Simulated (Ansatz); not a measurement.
An Ansatz (an electronic-structure program) run. Input:

Ansatz 0.2 input:
```yaml
crystal:
  lattice:
    - [-2.0247220555, 2.0247220555, 2.8629727482]
    - [2.0247220555, -2.0247220555, 2.8629727482]
    - [2.0247220555, 2.0247220555, -2.8629727482]
  atoms:
    - { symbol: Al, position: [0.75, 0.25, 0.5] }
    - { symbol: Al, position: [0.25, 0.75, 0.5] }
    - { symbol: Cu, position: [0.5, 0.5, 0.0] }
kpoints:
  mp_grid: { grid: [30, 30, 30] }
hamiltonian:
  xc: pbesol
  pseudopotentials: { kind: paw }
scf:
  occupations: { method: fermi_dirac, width: 0.1 }
elastic: { mode: relaxed_ion, stencil: two_point, amplitude: 0.005, f_tol: 0.0005 }
```

Output (shortened):

```
Pseudopotential: Al, paw, valence charge 3
Pseudopotential: Cu, paw, valence charge 19
Functional definition: PBEsol
Crystal: 3 atoms, lattice volume = 46.947 Å³
Basis set: ecut = 420 eV, 941 PW (Γ), exchange–correlation on 60×60×60 points (8 copies of the dense FFT grid, shifted against one another)
Bands: 17, of which v1, the nominal top of the filled ones, is band 13 counted from 1 (12 counted from 0)
Symmetry: 16 space group operations
Space group: I4/mmm (ITA 139), of the structure as read, at distance tolerance 3.6e-5 Å
k-points: 1992 of 27000
the search or the solves at the SCF's close seem to have found levels that the self-consistency loop had missed (the run counts 3) …
SCF 1 converged in 10 iterations: F = -7638.429236 eV  dr2 = 2.03e-14
Crystal: 3 atoms, lattice volume = 46.712 Å³
Basis set: ecut = 420 eV, 933 PW (Γ), exchange–correlation on 60×60×60 points (8 copies of the dense FFT grid, shifted against one another)
Symmetry: 8 space group operations
k-points: 3736 of 27000
SCF 2 converged in 12 iterations: F = -7638.428427 eV  dr2 = 4.18e-14
relax step   1: F+E_penalty+E_count = -7638.42842656 eV  Δ(F+E_penalty+E_count) = +0.000e0 eV  max|allowed force component| = 2.582e-2 eV/Å  Δτ_max = 0.0000 Å  (12 SCF iters, accepted)
Crystal: 3 atoms, lattice volume = 46.712 Å³
SCF 3 converged in 8 iterations: F = -7638.428491 eV  dr2 = 2.09e-14
relax step   2: F+E_penalty+E_count = -7638.42849136 eV  Δ(F+E_penalty+E_count) = -6.481e-5 eV  max|allowed force component| = 1.150e-2 eV/Å  Δτ_max = 0.0017 Å  (8 SCF iters, accepted)
Crystal: 3 atoms, lattice volume = 46.712 Å³
SCF 4 converged in 8 iterations: F = -7638.428507 eV  dr2 = 4.76e-14
relax step   3: F+E_penalty+E_count = -7638.42850742 eV  Δ(F+E_penalty+E_count) = -1.605e-5 eV  max|allowed force component| = 1.092e-6 eV/Å  Δτ_max = 0.0014 Å  (8 SCF iters, accepted)
Crystal: 3 atoms, lattice volume = 46.712 Å³
SCF 5 converged in 12 iterations: F = -7638.428507 eV  dr2 = 1.29e-18
Crystal: 3 atoms, lattice volume = 47.182 Å³
SCF 6 converged in 13 iterations: F = -7638.428515 eV  dr2 = 1.26e-15
relax step   1: F+E_penalty+E_count = -7638.42851543 eV  Δ(F+E_penalty+E_count) = +0.000e0 eV  max|allowed force component| = 2.430e-2 eV/Å  Δτ_max = 0.0000 Å  (13 SCF iters, accepted)
Crystal: 3 atoms, lattice volume = 47.182 Å³
SCF 7 converged in 9 iterations: F = -7638.428588 eV  dr2 = 8.82e-16
relax step   2: F+E_penalty+E_count = -7638.42858772 eV  Δ(F+E_penalty+E_count) = -7.229e-5 eV  max|allowed force component| = 2.225e-4 eV/Å  Δτ_max = 0.0029 Å  (9 SCF iters, accepted)
Crystal: 3 atoms, lattice volume = 47.182 Å³
SCF 8 converged in 13 iterations: F = -7638.428588 eV  dr2 = 3.66e-17
Crystal: 3 atoms, lattice volume = 46.712 Å³
Basis set: ecut = 420 eV, 925 PW (Γ), exchange–correlation on 60×60×60 points (8 copies of the dense FFT grid, shifted against one another)
SCF 9 converged in 10 iterations: F = -7638.428534 eV  dr2 = 1.64e-14
Crystal: 3 atoms, lattice volume = 47.182 Å³
SCF 10 converged in 8 iterations: F = -7638.428670 eV  dr2 = 8.49e-14
Crystal: 3 atoms, lattice volume = 46.947 Å³
Symmetry: 4 space group operations
k-points: 6992 of 27000
SCF 11 converged in 9 iterations: F = -7638.428918 eV  dr2 = 7.32e-14
relax step   1: F+E_penalty+E_count = -7638.42891784 eV  Δ(F+E_penalty+E_count) = +0.000e0 eV  max|allowed force component| = 2.506e-2 eV/Å  Δτ_max = 0.0000 Å  (9 SCF iters, accepted)
Crystal: 3 atoms, lattice volume = 46.947 Å³
SCF 12 converged in 8 iterations: F = -7638.428980 eV  dr2 = 2.40e-14
relax step   2: F+E_penalty+E_count = -7638.42897970 eV  Δ(F+E_penalty+E_count) = -6.186e-5 eV  max|allowed force component| = 1.101e-2 eV/Å  Δτ_max = 0.0017 Å  (8 SCF iters, accepted)
Crystal: 3 atoms, lattice volume = 46.947 Å³
SCF 13 converged in 8 iterations: F = -7638.428994 eV  dr2 = 5.81e-14
relax step   3: F+E_penalty+E_count = -7638.42899449 eV  Δ(F+E_penalty+E_count) = -1.479e-5 eV  max|allowed force component| = 3.485e-5 eV/Å  Δτ_max = 0.0013 Å  (8 SCF iters, accepted)
Crystal: 3 atoms, lattice volume = 46.947 Å³
SCF 14 converged in 12 iterations: F = -7638.428994 eV  dr2 = 2.45e-18
Crystal: 3 atoms, lattice volume = 46.947 Å³
SCF 15 converged in 9 iterations: F = -7638.428918 eV  dr2 = 7.24e-14
relax step   1: F+E_penalty+E_count = -7638.42891784 eV  Δ(F+E_penalty+E_count) = +0.000e0 eV  max|allowed force component| = 2.506e-2 eV/Å  Δτ_max = 0.0000 Å  (9 SCF iters, accepted)
Crystal: 3 atoms, lattice volume = 46.947 Å³
SCF 16 converged in 9 iterations: F = -7638.428994 eV  dr2 = 9.39e-16
relax step   2: F+E_penalty+E_count = -7638.42899449 eV  Δ(F+E_penalty+E_count) = -7.665e-5 eV  max|allowed force component| = 2.022e-4 eV/Å  Δτ_max = 0.0031 Å  (9 SCF iters, accepted)
Crystal: 3 atoms, lattice volume = 46.947 Å³
SCF 17 converged in 13 iterations: F = -7638.428994 eV  dr2 = 2.44e-17
Crystal: 3 atoms, lattice volume = 46.947 Å³
SCF 18 converged in 8 iterations: F = -7638.429049 eV  dr2 = 8.83e-14
Crystal: 3 atoms, lattice volume = 46.947 Å³
SCF 19 converged in 7 iterations: F = -7638.429049 eV  dr2 = 2.39e-14
SCF converged after 10 iterations
Free energy (F): -7638.429236 eV
Harris-Foulkes:  -7638.429236 eV  (|F-HF|=0.00e0)
Internal energy: -7638.401603 eV  (E = F + TS)
E sigma→0 (E₀):  -7638.415419 eV
Entropy (-TS):   -0.027633 eV (-9.211 meV/atom)
Fermi energy:    9.360883 eV
--- Per-component energies (eV) ---
  E_band       = -491.098039
  E_kinetic    = 346.911908
  E_local      = -5881.623051  (includes V_loc(G=0)·N_el)
  E_nonlocal   = 403.679319
  E_hartree    = 2629.890789
  E_xc         = -169.335291
  E_vxc        = -175.747968  (∫ρ·V_xc dr)
  E_paw        = -2528.894205  (= ΣΔE_a)
  E_vpaw       = -444.100045  (= ΣTr[D̂ρ^β])
  E_aug_tail   = 0.000228  (compensation charges beyond the density's cutoff)
  E_ewald      = -2439.275781
  E_core_change = 0.244480  (= ΣΔE_core)
  E_smearing   = -0.027633  (= −TS)
  E_closure    = 0.000000  (closes the sum)
  Σ components = -7638.429236   (vs F -7638.429236, Δ=0.00e0)
--- Forces (eV/Å), atoms counted from 1 ---
  atom   1  Al     0.00000000     0.00000000     0.00000000
  atom   2  Al     0.00000000     0.00000000     0.00000000
  atom   3  Cu     0.00000000     0.00000000     0.00000000
  max |Σ_I F_I| component: 3.47e-18 eV/Å
--- Stress (GPa, compression-positive) ---
        0.025747       0.000000       0.000000
        0.000000       0.025747       0.000000
        0.000000       0.000000       0.040758
  P = ⅓ Tr σ = 0.0308 GPa (0.308 kbar)
--- Band table (eV; the first three rows and the last of 1992) ---
  k-point 0: bands = ["-104.2087", "-61.7069", "-61.7069", "-61.7069", "-0.9479", "4.7699", "4.7700", "4.7700", "5.3493", "5.3495", "12.2414", "12.2414", "12.2425", "12.3552", "12.3568", "12.3568", "13.7419"]
  k-point 1: bands = ["-104.2087", "-61.7069", "-61.7069", "-61.7069", "-0.9278", "4.7638", "4.7730", "4.7731", "5.3456", "5.3513", "11.7355", "11.7368", "12.1576", "12.2274", "12.8892", "12.8906", "13.9091"]
  k-point 2: bands = ["-104.2086", "-61.7069", "-61.7069", "-61.7069", "-0.8676", "4.7453", "4.7823", "4.7825", "5.3346", "5.3566", "11.2059", "11.2072", "11.9192", "11.9464", "13.5022", "13.5037", "14.3029"]
  k-point 1991: bands = ["-104.2086", "-61.7070", "-61.7070", "-61.7070", "3.1857", "3.4506", "4.1888", "5.2851", "5.2851", "5.5149", "5.6125", "7.3573", "7.3573", "9.7935", "10.8682", "18.3795", "20.0998"]
--- Elastic constants: 4 strain directions × 2 members + reference (group order 16) ---
  dense FFT box of the reference and of every strained cell: 30×30×30
  strains applied: 11, 33, 23, 12; error gains …
  C = ∂σ_k/∂η_j (tension-positive GPa; Voigt order 11 22 33 23 13 12):
       188.340     55.329     70.291      0.000      0.000      0.000
        55.329    188.340     70.291      0.000      0.000      0.000
        70.350     70.350    173.548      0.000      0.000      0.000
         0.000      0.000      0.000     66.459      0.000      0.000
         0.000      0.000      0.000      0.000     66.459      0.000
         0.000      0.000      0.000      0.000      0.000     51.535
  reference stress σ⁰ (GPa):     -0.026     -0.026     -0.041      0.000      0.000      0.000
  moduli (Voigt/Reuss/Hill, GPa): K = 104.69/104.69/104.69   G = 60.51/59.58/60.04   E = 151.22   ν = 0.259
  mechanically stable: yes (min eigenvalue of sym C = 51.54 GPa)
  strain η (Voigt 11):  stress-route row diagonal C_11 = 188.34 GPa, energy-path curvature d²(F+E_count+ΔE)/dδ²/Ω₀ = 188.37 GPa
         δ    σ_11 (GPa)             F (eV)   n_scf  n_hpsi   n_pw
    -5.000e-3      -0.9727       -7638.4285074      12  1280041    934   relax 3 steps, max|allowed force component| 1.09e-6 eV/Å
     5.000e-3       0.9107       -7638.4285877      13  1325183    944   relax 2 steps, max|allowed force component| 2.23e-4 eV/Å
  strain η (Voigt 33):  stress-route row diagonal C_33 = 173.55 GPa, energy-path curvature d²(F+E_count+ΔE)/dδ²/Ω₀ = 173.51 GPa
         δ    σ_33 (GPa)             F (eV)   n_scf  n_hpsi   n_pw
    -5.000e-3      -0.9251       -7638.4285345      10  724898    934   relax 0 steps, max|allowed force component| 1.73e-17 eV/Å
     5.000e-3       0.8104       -7638.4286698       8  625284    942   relax 0 steps, max|allowed force component| 2.43e-17 eV/Å
  strain η (Voigt 23):  stress-route row diagonal C_44 = 66.46 GPa, energy-path curvature d²(F+E_count+ΔE)/dδ²/Ω₀ = 66.48 GPa
         δ    σ_23 (GPa)             F (eV)   n_scf  n_hpsi   n_pw
    -5.000e-3      -0.3323       -7638.4289945      12  2396872    941   relax 3 steps, max|allowed force component| 3.49e-5 eV/Å
     5.000e-3       0.3323       -7638.4289945      13  2480035    941   relax 2 steps, max|allowed force component| 2.02e-4 eV/Å
  strain η (Voigt 12):  stress-route row diagonal C_66 = 51.54 GPa, energy-path curvature d²(F+E_count+ΔE)/dδ²/Ω₀ = 51.55 GPa
         δ    σ_12 (GPa)             F (eV)   n_scf  n_hpsi   n_pw
    -5.000e-3      -0.2577       -7638.4290488       8  1224797    941   relax 0 steps, max|allowed force component| 2.78e-17 eV/Å
     5.000e-3       0.2577       -7638.4290488       7  1071226    941   relax 0 steps, max|allowed force component| 3.01e-17 eV/Å
```

Cost: about 30 core-minutes (a rough figure) on shared cores.

Space group Fm-3m (fluorite or antifluorite type). The first step of the workflow began from a Materials Project structure, measured or hypothetical; the Crystallography Open Database copy checked does not list it. It is not the phase usual at ambient conditions (space group No. 140). Symmetry was held in the PBEsol relaxation; of distortions, only those at the zone centre were tested. No spin polarisation was allowed. As this level gives no gap, shear constants depend on the k-mesh and smearing (Fermi–Dirac, 0.1 eV here). Point labels and valley counts follow the cell and symmetry of the run, lower than the named group.

Potentials: the later of the program's two PAW sets.

Ansatz is a plane-wave DFT program.
